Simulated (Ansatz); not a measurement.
AlCl₃:
```yaml
crystal:
  lattice:
    - [2.92265, 5.05828, 0.00000]
    - [-2.92265, 5.05828, 0.00000]
    - [-1.89039, 0.00000, 5.68285]
  atoms:
    - { symbol: Al, position: [0.16656, 0.16656, 0.00000] }
    - { symbol: Al, position: [0.83344, 0.83344, 0.00000] }
    - { symbol: Cl, position: [0.78093, 0.21907, 0.76678] }
    - { symbol: Cl, position: [0.21907, 0.78093, 0.23322] }
    - { symbol: Cl, position: [0.92944, 0.42522, 0.23124] }
    - { symbol: Cl, position: [0.07056, 0.57478, 0.76876] }
    - { symbol: Cl, position: [0.42522, 0.92944, 0.76876] }
    - { symbol: Cl, position: [0.57478, 0.07056, 0.23124] }
```

Relaxed with LDA. Special points in fractions of this cell's reciprocal vectors: Γ (0.000, 0.000, 0.000); Y (0.500, 0.500, 0.000); M (0.500, 0.500, 0.500); A (0.000, 0.000, 0.500); L2 (0.000, 0.500, 0.500); V2 (0.000, 0.500, 0.000).

Task: List the band energies nearest the valence-band maximum at these points for LDA in the plane-wave PAW code Ansatz.

Result: In eV from the valence-band maximum; about four levels below and three above (degenerate sets whole), none deeper than 8.9 eV; points with the same levels are listed once.

```json
[
 {"k": "Γ", "below": "-0.40 -0.23 -0.22 -0.17", "above": "5.27 5.35 6.85"},
 {"k": "Y", "below": "-0.76 -0.53 -0.43 0.00", "above": "5.00 6.05 7.08"},
 {"k": "M", "below": "-0.76 -0.68 -0.56 -0.40", "above": "5.41 5.95 7.54"},
 {"k": "A", "below": "-0.41 -0.35 -0.31 -0.31", "above": "5.38 6.18 6.99"},
 {"k": "L2", "below": "-0.81 -0.46 -0.44 -0.24", "above": "4.91 5.97 7.04"},
 {"k": "V2", "below": "-0.84 -0.81 -0.44 -0.18", "above": "5.51 6.04 7.65"}
]
```

Space group C2/m. The first step of the workflow began from a Materials Project structure, measured or hypothetical; the Crystallography Open Database files this formula in space group No. 12, but the cells were not matched. Whether it is the stable phase at ambient conditions was not checked. The cell was relaxed with LDA under the symmetry of its start; whether a distortion lowers the energy is not shown. A crystal of weakly bound layers computed without a dispersion correction: the cell and the soft elastic constants depend strongly on that.

Potentials: the earlier of the program's two PAW sets. The files were generated under PBE; for other functionals the program regenerates the frozen cores, and for LDA and PBEsol the local potential too.
